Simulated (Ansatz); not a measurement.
RbHoS$_{2}$:
```
CELL_PARAMETERS angstrom
      2.00683     1.15865     7.53164
     -2.00683     1.15865     7.53164
      0.00000    -2.31729     7.53164
ATOMIC_POSITIONS crystal
  Ho 0.50000 0.50000 0.50000
  S  0.23059 0.23059 0.23059
  S  0.76941 0.76941 0.76941
  Rb 0.00000 0.00000 0.00000
```
The run is spin-polarised; directions of the spins, atom by atom: ↑ 0 0 0.

Cartesian axes are those of the cell as given.

Give the high-frequency dielectric tensor and the Born effective charge tensors of the independent atoms from DFPT, plane-wave PAW PBEsol (Ansatz code).


ε∞:
```
6.97  0.00  0.00
0.00  6.97  0.00
0.00  0.00  4.48
```
Z* of atom 1 (Ho), rows: field, columns: displacement, in e:
```
4.06  0.00  0.00
0.00  4.06  0.00
0.00  0.00  1.51
```
Z* of atom 2 (S), rows: field, columns: displacement, in e:
```
-2.55   0.00   0.00
 0.00  -2.55   0.00
 0.00   0.00  -1.72
```
Z* of atom 4 (Rb), rows: field, columns: displacement, in e:
```
1.04  0.00  0.00
0.00  1.04  0.00
0.00  0.00  1.94
```

Static charges for comparison (Bader): Ho1 +1.76, S2 -1.26, Rb4 +0.77 e. Born charges measure polarisation by displacement and can exceed these by far.

Space group R-3m. The workflow started from an entry of the Crystallography Open Database (COD, 293 K). Whether it is the stable phase at ambient conditions was not checked. Symmetry was held in the PBEsol relaxation; whether a distortion lowers the energy is not shown. Magnetic state: ferromagnetic, the only order run, not a proven ground state. The cell computed holds one magnetic atom, so no antiferromagnetic order was within reach. Caveat: open 4f shells can settle in a state that is not the lowest. No Hubbard U is applied. Spin–orbit coupling is left out wherever it is not named.

Potentials: the later of the program's two PAW sets.
